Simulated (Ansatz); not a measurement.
Mg4VN4, one structure, two calculations

Cell: a Materials Project structure (computed, not necessarily an observed phase), taken as it stands.

```cif
data_Mg4VN4
_symmetry_space_group_name_H-M 'P-1'
_symmetry_Int_Tables_number 2
_cell_length_a 5.4010
_cell_length_b 5.4021
_cell_length_c 8.2220
_cell_angle_alpha 71.628
_cell_angle_beta 84.388
_cell_angle_gamma 69.489
loop_
_atom_site_label
_atom_site_type_symbol
_atom_site_symmetry_multiplicity
_atom_site_Wyckoff_symbol
_atom_site_fract_x
_atom_site_fract_y
_atom_site_fract_z
Mg1 Mg 2 i 0.2720 0.1695 0.2034
Mg3 Mg 2 i 0.2448 0.7566 0.9979
Mg5 Mg 2 i 0.2559 0.9513 0.5804
Mg7 Mg 2 i 0.7472 0.4620 0.5933
V V 2 i 0.2721 0.3906 0.7658
N11 N 2 i 0.0087 0.6833 0.6192
N13 N 2 i 0.1661 0.1865 0.9618
N15 N 2 i 0.4864 0.5822 0.8040
N17 N 2 i 0.5101 0.8032 0.3792
```

One atom of each set is listed.

First run. Level of theory: DFT, PBE, plane waves and PAW, scalar-relativistic, collinear spin, 420 eV cutoff, Γ-centred 6×6×4 k-points, Fermi–Dirac smearing 0.02 eV (Ansatz 0.2.0). Start moments as typed (μB): 1 on each V, none on the rest.

```csv
site,V_zz (10²¹ V/m²),η,m (μB)
Mg1,-1.50,0.26,0.00
Mg3,-1.72,0.59,0.00
Mg5,1.11,0.63,0.00
Mg7,1.13,0.05,0.00
V,-4.54,0.26,0.15
N11,-1.44,0.22,0.00
N13,-1.60,0.17,0.00
N15,1.23,0.19,0.00
N17,1.15,0.79,0.00
```

Second run. The same atoms and settings, except that the mesh is 7×7×5 and the Fermi–Dirac smearing is 0.05 eV.

Question: Given the first result, estimate the second.

Answer: 

```
site   V_zz     η  change of V_zz  m (μB)
 Mg1  -1.50  0.26            0.00    0.00
 Mg3  -1.71  0.60           +0.01    0.00
 Mg5   1.10  0.63           -0.01    0.00
 Mg7   1.12  0.05           -0.01    0.00
   V  -4.50  0.27           +0.04    0.00
 N11  -1.43  0.22           +0.01    0.00
 N13  -1.60  0.16            0.00    0.00
 N15   1.24  0.18           +0.01    0.00
 N17   1.15  0.80            0.00    0.00
```

The largest change of V_zz is on V, from -4.54 to -4.50. In per cent, |V_zz| changes by -1 on V (all sites that start above 2). The absolute magnetisation of the cell goes from 0.6 to 0.0 μB.

For the first run: Semilocal functionals can leave a metal where correlation in the d or f shell opens a gap in the real compound, and that would change the values at and beside V. The run lost most of its start moments on V; a state with other moments may lie lower. The magnetic order is the one that the run reached from its start moments, not necessarily the measured one (the real compound may not order at all).
For the second run: The largest force is 0.3 eV/Å, so the atoms aren't at the calculated equilibrium and relaxing them would move these values. The start moments die out, and the run ends without spin.
